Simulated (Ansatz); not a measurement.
HfN:
```cif
data_Hf4N4
_chemical_formula_sum 'Hf4 N4'
_space_group_name_H-M_alt 'I41md'
_space_group_IT_number 109
_space_group_name_Hall 'I 4bw -2'
_cell_length_a 2.95551
_cell_length_b 2.95551
_cell_length_c 10.73363
_cell_angle_alpha 90.000
_cell_angle_beta 90.000
_cell_angle_gamma 90.000
loop_
_atom_site_label
_atom_site_type_symbol
_atom_site_symmetry_multiplicity
_atom_site_Wyckoff_symbol
_atom_site_fract_x
_atom_site_fract_y
_atom_site_fract_z
_atom_site_occupancy
Hf1 Hf 4 a 0.00000 0.00000 0.75409 1
N1 N 4 a 0.00000 0.00000 0.16191 1
```
(The calculation used a cell of 4 atoms; values per cell refer to that cell.)

This is the PBEsol-relaxed structure.

Question: All from DFT-PBEsol in the program Ansatz with PAW potentials, unless another level is named. Estimate the electronic character.

Answer: metallic (no gap).

Question: What about the density of states at the Fermi level?

Answer: 0.71 states/eV per atom (mean over ±0.08 eV).

Question: Give the formation energy from the elements (no fitted shifts).

Answer: -1.45 eV/atom.

Space group I4_1md. A made-up cell: these elements were put on the sites of a structure type; neither database checked (COD, Materials Project) lists it. It is not the phase usual at ambient conditions (space group No. 225). Symmetry was held in the PBEsol relaxation; its stability against distortions is not shown here. No spin polarisation was allowed. The references are the lowest solids computed at this level, not always the standard phases (solids in place of the gases). Scalar-relativistic: spin–orbit coupling is off unless named, which matters more the heavier the elements.

Potentials: the earlier of the program's two PAW sets. The files were generated under PBE; for other functionals the program regenerates the frozen cores, and for LDA and PBEsol the local potential too.
